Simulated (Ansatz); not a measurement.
input.yaml (Ansatz)

```yaml
crystal:
  lattice:
    - [2.3204972752, 0.0, 0.0]
    - [0.0, 2.3204972752, 0.0]
    - [0.0, 0.0, 2.3204972752]
  atoms:
    - { symbol: Co, position: [0.0, 0.0, 0.0] }
hamiltonian:
  xc: blyp
  pseudopotentials:
    kind: paw
    azcp:
      Co: "pseudopotentials/Co.paw.azcp"
basis:
  ecutwfc: 420
  fft_grid_basis: typed
kpoints:
  mp_grid: { grid: [15, 15, 15], shift: [0, 0, 0] }
magnetization:
  spin_polarized: false
scf:
  occupations: { method: fermi_dirac, width: 0.1 }
  lower_state_search: "off"
output:
  stress: true
```

Output

```
Engine: ansatz 0.2.0, aarch64-unknown-linux-gnu
Pseudopotentials: kind: paw
Pseudopotential: Co, paw, valence charge 17, recommended cutoff 420 eV (normal) 
Functional definition: BLYP
  parameter beta = 0.0042
  parameter a = 0.04918
  parameter b = 0.132
  parameter c = 0.2533
  parameter d = 0.349
  exchange = b88_x(beta = beta)
  correlation = lyp_c(a = a, b = b, c = c, d = d)
Crystal: 1 atoms, lattice volume = 12.495 Å³
Basis set: ecut = 420 eV, 251 PW (Γ), exchange–correlation on 32×32×32 points (8 copies of the dense FFT grid, shifted against one another)
Bands: 13, of which v1, the nominal top of the filled ones, is band 9 counted from 1 (8 counted from 0)
Symmetry: 48 space group operations
Space group: Pm-3m (ITA 221), of the structure as read, at distance tolerance 2.3e-5 Å
k-points: 120 of 3375
Non-local potential: Co, projectors of the file, l = 0: 3, l = 1: 2, l = 2: 3, l = 3: 1
PAW form: soft (Blöchl's): semilocal exchange-correlation on the pseudo side does not see the compensation charge
PAW frozen core: Co, regenerated for the run's functional, and the local potential with it (the file was generated under x = pbe(κ = 0.804, μ = 0.2195149727645171), c = pbe(β = 0.06672455060314922))
PAW one-centre angular grid: Co, 590 points (default); XC on 64 Gauss nodes
Initial density: superposition of atomic densities (neutral atoms: chi_scale 0, normalization atom), corrected by the library's trained network
Initial wavefunctions: pseudopotential atomic-orbital guess
Functional: x = b88, c = lyp
SCF iter   1: F=—  HF=-5133.434124 eV  |F-HF|=—  |Δ(HF+E_count)|=         —  Δρ=2.57e-2  dr2=5.54e-2  ethr=1.77e-3  ⟨swp⟩=5.3  Hψ=7988  notcnv=0
SCF iter   2: F=—  HF=-5133.429150 eV  |F-HF|=—  |Δ(HF+E_count)|=   4.97e-3  Δρ=1.53e-2  dr2=2.22e-2  ethr=3.26e-4  ⟨swp⟩=1.1  Hψ=2535  notcnv=0
SCF iter   3: F=—  HF=-5133.425539 eV  |F-HF|=—  |Δ(HF+E_count)|=   3.61e-3  Δρ=2.06e-3  dr2=3.49e-4  ethr=1.31e-4  ⟨swp⟩=1.1  Hψ=1576  notcnv=0
SCF iter   4: F=—  HF=-5133.425511 eV  |F-HF|=—  |Δ(HF+E_count)|=   2.79e-5  Δρ=4.43e-4  dr2=8.02e-6  ethr=2.06e-6  ⟨swp⟩=2.5  Hψ=2527  notcnv=0
SCF iter   5: F=—  HF=-5133.425549 eV  |F-HF|=—  |Δ(HF+E_count)|=   3.75e-5  Δρ=6.64e-5  dr2=3.14e-7  ethr=4.72e-8  ⟨swp⟩=2.4  Hψ=2343  notcnv=0
SCF iter   6: F=-5133.425549 eV  HF=-5133.425549 eV  |F-HF|=6.08e-10  |Δ(HF+E_count)|=   1.40e-8  Δρ=8.65e-6  dr2=4.96e-9  ethr=5.88e-10  ⟨swp⟩=4.0  Hψ=4958  notcnv=0
SCF 1 converged in 6 iterations: F = -5133.425549 eV  dr2 = 4.96e-9
SCF converged after 6 iterations
Free energy (F): -5133.425549 eV
Harris-Foulkes:  -5133.425549 eV  (|F-HF|=6.08e-10)
Internal energy: -5133.325696 eV  (E = F + TS)
E sigma→0 (E₀):  -5133.375622 eV
Entropy (-TS):   -0.099853 eV (-99.853 meV/atom)
Fermi energy:    16.055285 eV
--- Per-component energies (eV) ---
  E_band       = -281.667200
  E_kinetic    = 455.284847
  E_local      = -3133.282262  (includes V_loc(G=0)·N_el)
  E_nonlocal   = 456.565087
  E_hartree    = 1317.753152
  E_xc         = -156.751985
  E_vxc        = -201.486170  (∫ρ·V_xc dr)
  E_paw        = -1528.747338  (= ΣΔE_a)
  E_vpaw       = -494.250316  (= ΣTr[D̂ρ^β])
  E_aug_tail   = 0.000066  (compensation charges beyond the density's cutoff)
  E_ewald      = -2544.154354
  E_core_change = 0.007090  (= ΣΔE_core)
  E_smearing   = -0.099853  (= −TS)
  E_closure    = -0.000000  (closes the sum)
  Σ components = -5133.425549   (vs F -5133.425549, Δ=0.00e0)
--- Stress (GPa, compression-positive) ---
        0.061775       0.000000       0.000000
        0.000000       0.061775       0.000000
        0.000000       0.000000       0.061775
  P = ⅓ Tr σ = 0.0618 GPa (0.618 kbar)
```
